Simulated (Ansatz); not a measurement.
# Notes on BaB3Pt

```
Ba Pt B
1.0
     0.00000    4.00804    0.00000
     4.00804    0.00000    0.00000
     2.00402    2.00402   -4.49412
Ba Pt B
1 1 3
Direct
  0.00000 0.00000 0.00000
  0.64790 0.64790 0.70420
  0.40040 0.40040 0.19920
  0.75370 0.25370 0.49260
  0.25370 0.75370 0.49260
```

Method: PBE, no spin polarisation; PAW, plane waves to 420 eV, 9×9×9 Γ-centred mesh, gaussian occupations (width 0.1571 eV) (Ansatz 0.2.0), atoms fixed.

Task: What happens at the Fermi level?

Result: It is a metal, with about 3 states/eV a cell as the mean within 0.25 eV of the Fermi level, mostly B p (67 %).

Task: What is the formation energy?

Result: 0.61 eV an atom against the elements' usual phases (free molecules for gases, crystals otherwise, with no correction for O₂ or N₂), so at this geometry it isn't bound against them. Relaxing would lower it.

Task: What does the stress say?

Result: The pressure is 3.3 GPa (compression positive), so with the atoms held at these fractions the cell would first expand; the forces are large, so a full relaxation may end otherwise. The principal stresses 2.7, 2.7, 4.5 GPa differ, so its shape would change too.

Task: Which element gives electrons and which takes them?

Result: Bader charges in e: Ba +1.15, B -0.30 to -0.04, Pt -0.77. In the mean Ba gives up most and Pt takes most.

Origin: a known structure type with other elements, at an estimated volume, so it need not be a known compound. Caveats: many states at the Fermi level without spin polarisation, so a magnetic state may lie lower; atoms or cell far from equilibrium; wide smearing.
